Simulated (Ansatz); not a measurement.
MgO:
```yaml
crystal:
  lattice:
    - [0.00000, 2.10215, 2.10215]
    - [2.10215, 0.00000, 2.10215]
    - [2.10215, 2.10215, 0.00000]
  atoms:
    - { symbol: Mg, position: [0.00000, 0.00000, 0.00000] }
    - { symbol: O, position: [0.50000, 0.50000, 0.50000] }
```

This is the r²SCAN-relaxed structure.

### Question
All from r²SCAN (plane waves, PAW; program Ansatz), unless another level is named. Estimate the band gap.

### Answer
5.69 eV (direct).

### Question
Predict the electron effective mass.

### Answer
0.36 mₑ (isotropic).

### Question
Predict the hole effective mass, band 2 of 3 at the edge.

### Answer
2.1 along [100], 2.1 along [110], 3.5 along [111] (mₑ).

Space group Fm-3m (rock salt). Symmetry was held in the r²SCAN relaxation. The volume moved by -16 % from the start of the relaxation.

Potentials: the later of the program's two PAW sets.
